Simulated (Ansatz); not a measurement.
The cell is a free-standing Janus 2H monolayer of FeFI; cell and atoms were relaxed with r2SCAN. The sheet's in-plane cell has a = 3.506 Å, b = 3.506 Å (γ = 120.0°), and its outermost atoms lie 2.62 Å apart along the normal. Fe is surrounded by 3 F at 2.36 Å and 3 I at 2.46 Å; F is surrounded by 3 Fe at 2.36 Å; I is surrounded by 3 Fe at 2.46 Å.

```xyz
3
Lattice="3.5057 0.0000 0.0000 -1.7528 3.0360 0.0000 0.0000 0.0000 29.5474" Properties=species:S:1:pos:R:3 pbc="T T F"
Fe    0.0000    2.0240    9.0590
F     1.7528    1.0120   10.2794
I     1.7528    1.0120    7.6616
```
The sheet repeats along a and b alone.

5 runs of the PAW code Ansatz on this cell differ in the functional (and in the settings that go with it). Levels are in eV from each run's valence top; v1 is the last filled band, c1 the first empty one.

Run A, mean stress +11.9 N/m (compression positive):

| point | v4 | v3 | v2 | v1 | c1 | c2 |
| --- | --- | --- | --- | --- | --- | --- |
| Γ | -4.54 | -2.97 | 0.00 | 0.00 | 9.22 | 10.04 |
| M | -5.13 | -5.02 | -1.77 | -1.63 | 11.91 | 12.30 |
| K | -5.33 | -5.02 | -3.92 | -1.42 | 12.63 | 13.02 |

Run B, mean stress 0.0 N/m (compression positive):

| point | v4 | v3 | v2 | v1 | c1 | c2 |
| --- | --- | --- | --- | --- | --- | --- |
| Γ | -2.37 | -0.76 | -0.23 | -0.23 | 1.82 | 1.82 |
| M | -2.14 | -1.13 | -0.24 | 0.00 | 1.06 | 1.46 |
| K | -2.13 | -0.78 | -0.52 | -0.04 | 0.91 | 1.51 |

Run C, mean stress +0.1 N/m (compression positive):

| point | v4 | v3 | v2 | v1 | c1 | c2 |
| --- | --- | --- | --- | --- | --- | --- |
| Γ | -2.42 | -0.58 | -0.26 | -0.26 | 1.32 | 1.32 |
| M | -2.23 | -1.03 | -0.17 | -0.05 | 0.50 | 0.94 |
| K | -2.25 | -0.73 | -0.56 | -0.01 | 0.53 | 0.90 |

Run D, mean stress +1.6 N/m (compression positive):

| point | v4 | v3 | v2 | v1 | c1 | c2 |
| --- | --- | --- | --- | --- | --- | --- |
| Γ | -1.16 | -0.95 | -0.04 | -0.04 | 4.89 | 4.89 |
| M | -1.34 | -1.20 | -0.39 | -0.09 | 4.24 | 4.69 |
| K | -1.16 | -1.09 | -0.44 | -0.19 | 3.89 | 4.79 |

Run E, mean stress +1.0 N/m (compression positive):

| point | v4 | v3 | v2 | v1 | c1 | c2 |
| --- | --- | --- | --- | --- | --- | --- |
| Γ | -1.70 | -0.84 | -0.14 | -0.14 | 3.30 | 3.30 |
| M | -1.66 | -1.20 | -0.29 | 0.00 | 2.60 | 3.02 |
| K | -1.63 | -0.93 | -0.39 | -0.09 | 2.31 | 3.11 |

Task: Match the runs to PBE, r2SCAN, r2SCANh, PBE0, Hartree-Fock.

Result: A is Hartree-Fock, B is r2SCAN, C is PBE, D is PBE0, E is r2SCANh. In order of the gap: PBE 0.36, r2SCAN 0.86, r2SCANh 2.31, PBE0 3.89, Hartree-Fock 9.22 eV.

All values are calculated for a non-magnetic cell, which may be hypothetical.

Spin-orbit coupling is left out, which matters wherever the heavy atoms make up the band edges.

The stress of a hybrid is loosely converged in these runs.

The meshes of the hybrids are coarse, so their gaps aren't converged to the digits shown.

For some runs the program warns that the potential is rough where the density is thin, which bears on empty states near the vacuum.
